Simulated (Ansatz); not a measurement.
A plane-wave DFT run in Ansatz 0.2.0 (scalar-relativistic PAW potentials unless the input names others): input and command.

```yaml
crystal:
  lattice:
    - [3.0524874365, 0.0, 0.0]
    - [-1.5262437182, 2.6435316648, 0.0]
    - [0.0, 0.0, 6.4268998534]
  atoms:
    - { symbol: Ti, position: [0.0, 0.0, 0.5] }
    - { symbol: B, position: [0.3333333333, 0.6666666667, 0.7443606942] }
    - { symbol: B, position: [0.3333333333, 0.6666666667, 0.2556393058] }
    - { symbol: B, position: [0.6666666667, 0.3333333333, 0.7443606942] }
    - { symbol: B, position: [0.6666666667, 0.3333333333, 0.2556393058] }
    - { symbol: Mo, position: [0.0, 0.0, 0.0] }
kpoints:
  mp_grid: { grid: [15, 15, 6] }
hamiltonian:
  xc: lda
  pseudopotentials: { kind: nc }
  dispersion: d3bjatm
scf:
  occupations: { method: gaussian, width: 0.1 }
  n_extra_bands: 2
output:
  forces: true
  eigenvalues: true
  stress: true
relax:
  adjacent_minimum: "off"
  f_tol: 0.005
  max_steps: 50
  cell: { stress_tol: 0.05 }
```

```bash
ansatz run input.yaml --threads 1 --pin off --max-ram 2560MiB --backend cpu --events-out ev --progress --plain --runs-dir out
```

Abridged log:
```
Warning: the engine holds no damping parameters fitted to this dispersion correction and functional, so the run takes those fitted to pbe (hamiltonian.dispersion, under Limitations)
Basis set: ecut = 1142.878222 eV, 4589 PW (Γ)
Bands: 21, of which v1, the nominal top of the filled ones, is band 19 counted from 1 (18 counted from 0)
Symmetry: 24 space group operations
k-points: 108 of 1350
SCF iter   1: F=—  HF=-3873.267730 eV  |F-HF|=—  |Δ(HF+E_count)|=         —  Δρ=2.37e-1  dr2=1.24e2  ethr=3.10e-3  ⟨swp⟩=6.1  Hψ=10928  notcnv=0
SCF iter   2: F=—  HF=-3860.617927 eV  |F-HF|=—  |Δ(HF+E_count)|=    1.26e1  Δρ=1.02e-1  dr2=7.78e0  ethr=3.10e-3  ⟨swp⟩=5.8  Hψ=7065  notcnv=0  defer=1
SCF iter   3: F=—  HF=-3858.820879 eV  |F-HF|=—  |Δ(HF+E_count)|=    1.80e0  Δρ=3.03e-2  dr2=2.53e0  ethr=3.10e-3  ⟨swp⟩=3.8  Hψ=5671  notcnv=0  defer=1
SCF iter   4: F=—  HF=-3858.552513 eV  |F-HF|=—  |Δ(HF+E_count)|=   2.68e-1  Δρ=1.75e-2  dr2=2.67e-1  ethr=3.10e-3  ⟨swp⟩=3.9  Hψ=3778  notcnv=0  defer=1
SCF iter   5: F=—  HF=-3858.506826 eV  |F-HF|=—  |Δ(HF+E_count)|=   4.57e-2  Δρ=1.39e-2  dr2=2.11e-1  ethr=7.03e-4  ⟨swp⟩=3.4  Hψ=5477  notcnv=0
SCF iter   6: F=—  HF=-3858.474395 eV  |F-HF|=—  |Δ(HF+E_count)|=   3.24e-2  Δρ=1.48e-3  dr2=1.52e-3  ethr=5.55e-4  ⟨swp⟩=3.6  Hψ=3813  notcnv=0
SCF iter   7: F=—  HF=-3858.474678 eV  |F-HF|=—  |Δ(HF+E_count)|=   2.82e-4  Δρ=6.75e-4  dr2=6.14e-4  ethr=4.00e-6  ⟨swp⟩=2.7  Hψ=4612  notcnv=0
SCF iter   8: F=—  HF=-3858.474597 eV  |F-HF|=—  |Δ(HF+E_count)|=   8.06e-5  Δρ=1.03e-4  dr2=1.00e-5  ethr=1.62e-6  ⟨swp⟩=2.0  Hψ=2790  notcnv=0
   ...
SCF iter   4: F=—  HF=-3858.664705 eV  |F-HF|=—  |Δ(HF+E_count)|=   1.85e-6  Δρ=2.80e-5  dr2=4.79e-7  ethr=4.40e-8  ⟨swp⟩=2.0  Hψ=2640  notcnv=0
SCF iter   5: F=-3858.664705 eV  HF=-3858.664705 eV  |F-HF|=4.54e-8  |Δ(HF+E_count)|=   1.53e-7  Δρ=1.04e-5  dr2=6.18e-8  ethr=8.06e-10  ⟨swp⟩=6.7  Hψ=11572  notcnv=0
SCF 4 converged in 5 iterations: F = -3858.664705 eV  dr2 = 6.18e-8
relax step   4: F+E_penalty+E_count = -3858.66470450 eV  Δ(F+E_penalty+E_count) = -1.401e-4 eV  max|allowed force component| = 6.059e-4 eV/Å  Δτ_max = 0.0012 Å  P = -0.007 GPa  Ω = 48.660 Å³  energy of the carried Pulay correction = +4.308e-4 eV  (5 SCF iters, dr2 threshold 3.06e-7 eV, accepted)
Initial wavefunctions: pseudopotential atomic-orbital guess (no wavefunctions were taken with the density)
SCF iter   1: F=—  HF=-3858.664404 eV  |F-HF|=—  |Δ(HF+E_count)|=         —  Δρ=4.14e-5  dr2=7.15e-8  ethr=5.12e-8  ⟨swp⟩=4.9  Hψ=20958  notcnv=0
SCF iter   2: F=—  HF=-3858.664401 eV  |F-HF|=—  |Δ(HF+E_count)|=   3.25e-6  Δρ=2.13e-5  dr2=2.14e-8  ethr=1.88e-10  ⟨swp⟩=2.2  Hψ=4070  notcnv=0
SCF iter   3: F=—  HF=-3858.664401 eV  |F-HF|=—  |Δ(HF+E_count)|=   3.24e-8  Δρ=3.20e-6  dr2=1.16e-8  ethr=5.62e-11  ⟨swp⟩=2.5  Hψ=4053  notcnv=0
SCF iter   4: F=—  HF=-3858.664401 eV  |F-HF|=—  |Δ(HF+E_count)|=   1.22e-9  Δρ=1.56e-6  dr2=4.60e-10  ethr=3.05e-11  ⟨swp⟩=2.0  Hψ=2699  notcnv=0
SCF iter   5: F=—  HF=-3858.664401 eV  |F-HF|=—  |Δ(HF+E_count)|=  2.86e-11  Δρ=5.28e-7  dr2=2.72e-10  ethr=1.21e-12  ⟨swp⟩=2.5  Hψ=4174  notcnv=0
SCF iter   6: F=-3858.664401 eV  HF=-3858.664401 eV  |F-HF|=6.37e-12  |Δ(HF+E_count)|=  2.32e-11  Δρ=1.11e-7  dr2=9.25e-12  ethr=1.00e-12  ⟨swp⟩=4.4  Hψ=10343  notcnv=0
SCF 5 converged in 6 iterations: F = -3858.664401 eV  dr2 = 9.25e-12
SCF converged after 6 iterations
Free energy (F): -3858.664401 eV
Harris-Foulkes:  -3858.664401 eV  (|F-HF|=6.37e-12)
Internal energy: -3858.654618 eV  (E = F + TS)
E sigma→0 (E₀):  -3858.659509 eV
Entropy (-TS):   -0.009783 eV (-1.631 meV/atom)
Fermi energy:    18.576079 eV
  E_disp       = -2.396004  (pairwise vdW)
--- Forces (eV/Å), atoms counted from 1 ---
  atom   1  Ti     0.00000000     0.00000000     0.00000000
  atom   2  B      0.00000000     0.00000000     0.00050880
  atom   3  B      0.00000000     0.00000000    -0.00050880
  atom   4  B      0.00000000     0.00000000     0.00050880
  atom   5  B      0.00000000     0.00000000    -0.00050880
  atom   6  Mo     0.00000000     0.00000000     0.00000000
--- Stress (GPa, compression-positive) ---
       -0.021442       0.000000       0.000000
        0.000000      -0.021442       0.000000
        0.000000       0.000000      -0.005915
  P = ⅓ Tr σ = -0.0163 GPa (-0.163 kbar)
--- Relaxed structure (4 steps of the walk, 4 accepted, 1 SCFs on fresh bases) ---
  F+E_penalty+E_count = -3858.66440102 eV   max|allowed force component| = 5.088e-4 eV/Å   (the final SCF, on the basis selected at the relaxed cell)
  cell:  # Å, volume = 48.6596 Å³
    - [2.99751174, 0.0, 0.0]
    - [-1.49875587, 2.59592131, 0.0]
    - [0.0, 0.0, 6.25340337]
  atoms:
    - { symbol: Ti, position: [0.0, 0.0, 0.50000000] }
    - { symbol: B, position: [0.33333333, 0.66666666, 0.74333569] }
    - { symbol: B, position: [0.33333333, 0.66666666, 0.25666430] }
    - { symbol: B, position: [0.66666666, 0.33333333, 0.74333569] }
    - { symbol: B, position: [0.66666666, 0.33333333, 0.25666430] }
    - { symbol: Mo, position: [0.0, 0.0, 0.0] }
```

Apart from outputs, the input differs from a reference run on usual settings in hamiltonian.pseudopotentials: not typed → {"kind": "nc"}; scf.n_extra_bands: not typed → 2; hamiltonian.dispersion: not typed → "d3bjatm"; basis.ecutwfc: 420 → not typed. The reference, at the same start, ended its own course with a relaxed volume of 8.28 Å³/atom, pressure 0.01 GPa, largest force 0.000 eV/Å, no gap on the mesh. This run converged in 34 SCF iterations over all its steps (reference: 43) with a total energy on another zero, a relaxed volume of 8.11 Å³/atom, pressure -0.02 GPa, largest force 0.001 eV/Å, no gap on the mesh.

Time: 110 s on 1 thread of Arm Neoverse V2 (shared host), peak memory 0.59 GiB.